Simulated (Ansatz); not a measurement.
**Cr (Im-3m): lattice vibrations**

```xyz
1
Lattice="-1.4073 1.4073 1.4073 1.4073 -1.4073 1.4073 1.4073 1.4073 -1.4073" Properties=species:S:1:pos:R:3 pbc="T T T"
Cr    0.0000    0.0000    0.0000
```

Unless marked otherwise, the numbers come from PBEsol, PAW on Ansatz 0.2.0's default frozen-core files (fitted under PBE), scalar-relativistic. k mesh 24×24×24, Fermi-Dirac smearing of 0.050 eV, cutoff 420 eV. The cell was relaxed by PAW under this functional, which moved its volume by -7 % from the database entry's.

Atoms are displaced by 0.0025 Å in the smallest supercells that hold the wave vectors of a 4×4×4 mesh. Negative values stand for unstable modes.

(1) What are the phonon energies at the solved wave vectors, in cm⁻¹?

(2) Is the structure dynamically stable at these wave vectors?

(3) The cell is scaled evenly to 10.813 and 11.482 Å³ (from 11.148), with free atoms relaxed and the shape held. What are the mode Grüneisen parameters γ = −d ln ω/d ln V?

Answers

(1) 

```json
{"q": "0.250 0.000 0.000", "point": "–", "modes (cm⁻¹)": "153.1, 191.1, 267.4"}
{"q": "0.500 0.000 0.000", "point": "N", "modes (cm⁻¹)": "194.9, 281.0, 356.4"}
{"q": "0.250 0.250 0.000", "point": "–", "modes (cm⁻¹)": "256.6, 275.2, 325.7"}
{"q": "0.250 0.250 0.250", "point": "P", "modes (cm⁻¹)": "303.7 (×3)"}
{"q": "-0.250 0.250 0.250", "point": "–", "modes (cm⁻¹)": "199.2 (×2), 342.0"}
{"q": "0.500 0.500 0.250", "point": "–", "modes (cm⁻¹)": "224.3, 303.1, 316.9"}
{"q": "0.500 0.500 0.500", "point": "H", "modes (cm⁻¹)": "250.8 (×3)"}
```

(2) Yes, no mode is unstable there; wave vectors off this mesh aren't tested.

(3) For the highest mode, 379.3 cm⁻¹ in the small cell and 334.2 in the large one give γ ≈ 2.11. From the change of the dynamical matrix on each mode:

```
          point   cm⁻¹     γ
       0.25/0/0  153.1  1.35
       0.25/0/0  191.1  0.99
       0.25/0/0  267.4  1.79
              N  194.9  2.08
              N  281.0  1.01
              N  356.4  2.11
    0.25/0.25/0  256.6  1.40
    0.25/0.25/0  275.2  1.51
    0.25/0.25/0  325.7  1.84
              P  303.7  1.60
-0.25/0.25/0.25  199.2  1.46
-0.25/0.25/0.25  342.0  1.35
   0.5/0.5/0.25  224.3  2.02
   0.5/0.5/0.25  303.1  1.07
   0.5/0.5/0.25  316.9  2.04
              H  250.8  2.07
```

Weighted by the modes' heat capacities at 300 K, the mean on this mesh is 1.57; it moves with the q mesh, and a coarse one overweights the zone boundary.

Known limits: frozen-core PAW files fitted under PBE, their cores solved anew for the functional of the run; no spin polarisation, a magnetic state may lie lower; responses of metals move with mesh and smearing.
